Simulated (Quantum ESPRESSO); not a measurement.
# Pt6AlTa: input and log of a self-consistent run

Computed values, not a measurement. The program is pw.x of Quantum ESPRESSO 7.5 (plane-wave density functional theory). The cell is made up: eight metal atoms on a face-centred cubic lattice, with elements, volume, strain and displacements drawn at random and not relaxed, so it may be unstable or far from any real phase. PseudoDojo standard norm-conserving files set the functional (PBE unless stated); there is no spin polarisation or spin-orbit coupling, the Fermi-Dirac width of 0.25 eV means electrons at about 2900 K, and the masses in the input are unused placeholders. Heavy elements are run without spin-orbit coupling, which real alloys of them have. A spin test at this wide smearing found no moment, but such smearing suppresses magnetism that the real alloy may have.

Input:

```
&control calculation='scf', pseudo_dir='./dojo.nc.sr.pbe.v0_5.standard.upf', outdir='./o', disk_io='medium', tprnfor=.true., tstress=.true. /
&system ibrav=0, nat=8, ntyp=3, nbnd=79, ecutwfc=84.00895049, nosym=.true., tot_charge=0,
 occupations='smearing', smearing='fd', degauss=0.0183746611
/
&electrons conv_thr=1.470e-08, electron_maxstep=70, mixing_beta=0.5 /
ATOMIC_SPECIES
Al 1.0 Al.upf
Pt 1.0 Pt.upf
Ta 1.0 Ta.upf
CELL_PARAMETERS angstrom
2.0979 4.0939 1.9902
1.9823 -4.1049 2.1277
1.991 0.132 -6.1278
ATOMIC_POSITIONS angstrom
Pt -0.0976 0.1225 -0.0336
Al 2.0926 -1.9834 0.1415
Ta 2.1737 0.0834 -2.0007
Pt 4.0913 -1.8613 -1.9923
Pt 1.9635 -0.0117 2.2341
Pt 2.1202 2.0986 0.0858
Pt 4.1738 0.0685 0.0791
Pt 4.0636 2.0948 -2.0593
K_POINTS automatic
5 5 4 1 1 1
```

The log is shortened where brackets say so; the opening notice, blank lines, dates and the lines on written files are dropped, and the path of the files is cut. It prints rydbergs, bohrs and kilobars, and counts compression as positive stress. Its total energy is the free energy E - TS of the whole cell.

```
     Program PWSCF v.7.5
     Parallel version (MPI & OpenMP), running on       1 processor cores
     Number of MPI processes:                 1
     Threads/MPI process:                     1
     [start-up lines left out]
     bravais-lattice index     =            0
     lattice parameter (alat)  =       9.4717  a.u.
     unit-cell volume          =     918.0415 (a.u.)^3
     number of atoms/cell      =            8
     number of atomic types    =            3
     number of electrons       =       124.00
     number of Kohn-Sham states=           79
     kinetic-energy cutoff     =      84.0090  Ry
     charge density cutoff     =     336.0358  Ry
     scf convergence threshold =      1.5E-08
     mixing beta               =       0.5000
     number of iterations used =            8  plain     mixing
     Exchange-correlation= PBE
                           (   1   4   3   4   0   0   0)
     [axes and pseudopotential details left out]
   Cartesian axes
     site n.     atom                  positions (alat units)
         1        Pt     tau(   1) = (  -0.0194725   0.0244404  -0.0067036  )
         2        Al     tau(   2) = (   0.4175017  -0.3957149   0.0282311  )
         3        Ta     tau(   3) = (   0.4336823   0.0166394  -0.3991664  )
         4        Pt     tau(   4) = (   0.8162691  -0.3713543  -0.3974905  )
         5        Pt     tau(   5) = (   0.3917445  -0.0023343   0.4457329  )
         6        Pt     tau(   6) = (   0.4230083   0.4186988   0.0171182  )
         7        Pt     tau(   7) = (   0.8327290   0.0136667   0.0157815  )
         8        Pt     tau(   8) = (   0.8107426   0.4179407  -0.4108579  )
     number of k points=    50  Fermi-Dirac smearing, width (Ry)=  0.0184
                       cart. coord. in units 2pi/alat
        k(    1) = (   0.2627785  -0.0039893  -0.0169488), wk =   0.0400000
        k(    2) = (   0.4182600  -0.0087654  -0.1710197), wk =   0.0400000
     [further k points left out]
     Dense  grid:    95505 G-vectors     FFT dimensions: (  60,  60,  72)
     Estimated max dynamical RAM per process >     191.39 MB
     Initial potential from superposition of free atoms
     starting charge     123.9957, renormalised to     124.0000
     Starting wfcs are   74 randomized atomic wfcs +    5 random wfcs
     total cpu time spent up to now is       31.9 secs
     per-process dynamical memory:   114.0 Mb
     Self-consistent Calculation
     iteration #  1     ecut=    84.01 Ry     beta= 0.50
     Davidson diagonalization with overlap
     ethr =  1.00E-02,  avg # of iterations =  3.0
     Threshold (ethr) on eigenvalues was too large:
     Diagonalizing with lowered threshold
     Davidson diagonalization with overlap
     ethr =  8.90E-04,  avg # of iterations =  1.0
     total cpu time spent up to now is      203.1 secs
     total energy              =   -1701.74231095 Ry
     estimated scf accuracy    <       1.13343603 Ry
     iteration #  2     ecut=    84.01 Ry     beta= 0.50
     Davidson diagonalization with overlap
     ethr =  9.14E-04,  avg # of iterations =  2.1
     total cpu time spent up to now is      288.3 secs
     total energy              =   -1701.77735996 Ry
     estimated scf accuracy    <       3.31580756 Ry
     iteration #  3     ecut=    84.01 Ry     beta= 0.50
     Davidson diagonalization with overlap
     ethr =  9.14E-04,  avg # of iterations =  2.0
     total cpu time spent up to now is      364.2 secs
     total energy              =   -1702.16795471 Ry
     estimated scf accuracy    <       0.17561027 Ry
     iteration #  4     ecut=    84.01 Ry     beta= 0.50
     Davidson diagonalization with overlap
     ethr =  1.42E-04,  avg # of iterations =  2.0
     total cpu time spent up to now is      443.7 secs
     total energy              =   -1702.18463776 Ry
     estimated scf accuracy    <       0.25449811 Ry
     iteration #  5     ecut=    84.01 Ry     beta= 0.50
     Davidson diagonalization with overlap
     ethr =  1.42E-04,  avg # of iterations =  1.0
     total cpu time spent up to now is      515.3 secs
     total energy              =   -1702.20960912 Ry
     estimated scf accuracy    <       0.00897358 Ry
     [iterations 6 to 10 left out]
     iteration # 11     ecut=    84.01 Ry     beta= 0.50
     Davidson diagonalization with overlap
     ethr =  7.62E-09,  avg # of iterations =  2.0
     total cpu time spent up to now is      934.8 secs
     total energy              =   -1702.21167262 Ry
     estimated scf accuracy    <       0.00000036 Ry
     iteration # 12     ecut=    84.01 Ry     beta= 0.50
     Davidson diagonalization with overlap
     ethr =  2.92E-10,  avg # of iterations =  2.0
     total cpu time spent up to now is     1007.3 secs
     total energy              =   -1702.21167262 Ry
     estimated scf accuracy    <       0.00000072 Ry
     iteration # 13     ecut=    84.01 Ry     beta= 0.50
     Davidson diagonalization with overlap
     ethr =  2.92E-10,  avg # of iterations =  2.0
     total cpu time spent up to now is     1070.5 secs
     total energy              =   -1702.21167270 Ry
     estimated scf accuracy    <       0.00000005 Ry
     iteration # 14     ecut=    84.01 Ry     beta= 0.50
     Davidson diagonalization with overlap
     ethr =  4.43E-11,  avg # of iterations =  2.0
     total cpu time spent up to now is     1136.6 secs
     total energy              =   -1702.21167271 Ry
     estimated scf accuracy    <       0.00000004 Ry
     iteration # 15     ecut=    84.01 Ry     beta= 0.50
     Davidson diagonalization with overlap
     ethr =  2.98E-11,  avg # of iterations =  1.1
     total cpu time spent up to now is     1197.7 secs
     End of self-consistent calculation
     [lines on levels left out]
!    total energy              =   -1702.21167271 Ry
     estimated scf accuracy    <          5.7E-09 Ry
     smearing contrib. (-TS)   =      -0.09125066 Ry
     internal energy E=F+TS    =   -1702.12042205 Ry
     The total energy is F=E-TS. E is the sum of the following terms:
     one-electron contribution =    -543.96330799 Ry
     hartree contribution      =     336.67254816 Ry
     xc contribution           =    -316.68564367 Ry
     ewald contribution        =   -1178.14401855 Ry
     convergence has been achieved in  15 iterations
     Forces acting on atoms (cartesian axes, Ry/au):
     atom    1 type  2   force =     0.08243734   -0.01281875   -0.01316020
     atom    2 type  1   force =    -0.02232061    0.00334284    0.01270513
     atom    3 type  3   force =    -0.01720624   -0.00339657   -0.00092894
     atom    4 type  2   force =    -0.03589413   -0.02208084    0.03969447
     atom    5 type  2   force =     0.01303761   -0.01606018   -0.07766251
     atom    6 type  2   force =     0.01682144   -0.00427746   -0.02380897
     atom    7 type  2   force =    -0.02378663    0.00703363    0.02811370
     atom    8 type  2   force =    -0.01308878    0.04825733    0.03504733
     Total force =     0.154680     Total SCF correction =     0.000229
     Computing stress (Cartesian axis) and pressure
          total   stress  (Ry/bohr**3)                   (kbar)     P=     -106.91
  -0.00074631  -0.00020834  -0.00010982         -109.79      -30.65      -16.15
  -0.00020834  -0.00059480   0.00009261          -30.65      -87.50       13.62
  -0.00010982   0.00009261  -0.00083924          -16.15       13.62     -123.46
     init_run     :     27.75s CPU     31.75s WALL (       1 calls)
     electrons    :   1093.15s CPU   1165.76s WALL (       1 calls)
     forces       :     17.07s CPU     17.22s WALL (       1 calls)
     stress       :     53.42s CPU     55.11s WALL (       1 calls)
     [timing details left out]
     PWSCF        :  19m51.78s CPU  21m10.61s WALL
     JOB DONE.
```

In other units: free energy -23159.770 eV for the cell, pressure -10.69 GPa, largest force component 2.120 eV/Å in size. The run took 1272 s of wall time with one process on a shared machine (AMD EPYC, Zen 5, virtual cores), so the time is rough. A rerun of this cell at a higher cutoff and on a denser mesh moved values by no more than 0.004 eV in energy, 0.06 GPa in stress and 0.008 eV/Å in force, and a second program with other atomic files agreed on that cell to 2 % rms in force and 0.5 GPa in pressure.